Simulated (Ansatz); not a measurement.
AgI:
```cif
data_Ag2I2
_chemical_formula_sum 'Ag2 I2'
_space_group_name_H-M_alt 'P 1'
_space_group_IT_number 1
_cell_length_a 4.56036
_cell_length_b 4.56036
_cell_length_c 7.45149
_cell_angle_alpha 90.000
_cell_angle_beta 90.000
_cell_angle_gamma 120.000
loop_
_space_group_symop_operation_xyz
  'x, y, z'
loop_
_atom_site_label
_atom_site_type_symbol
_atom_site_fract_x
_atom_site_fract_y
_atom_site_fract_z
_atom_site_occupancy
Ag1 Ag 0.33333 0.66667 0.00240 1
Ag2 Ag 0.66667 0.33333 0.50240 1
I1 I 0.33333 0.66667 0.37750 1
I2 I 0.66667 0.33333 0.87750 1
```

Relaxed with PBEsol. DFT-PBEsol in the program Ansatz with PAW potentials gives a gap of 1.23 eV.

**Question.** What gap does HSE06 give on the same cell (Ansatz, PAW)?

**Answer.** 2.52 eV, 1.29 eV more. The hybrid was solved on a coarser mesh and at special points; the gap given is the minimum over both.

Cost on shared cores: the PBEsol run (SCF on a 7×7×4 mesh, then bands and DOS) about 2.0 core-minutes (a rough figure), the HSE06 run (SCF on 5×5×3, then a few points) roughly 3 core-minutes; the tasks are unlike.

Space group P6_3mc (wurtzite). Symmetry was held in the PBEsol relaxation. No spin polarisation was allowed. Spin–orbit coupling is left out wherever it is not named.

Potentials: the earlier of the program's two PAW sets. The files were generated under PBE; for other functionals the program regenerates the frozen cores, and for LDA and PBEsol the local potential too.
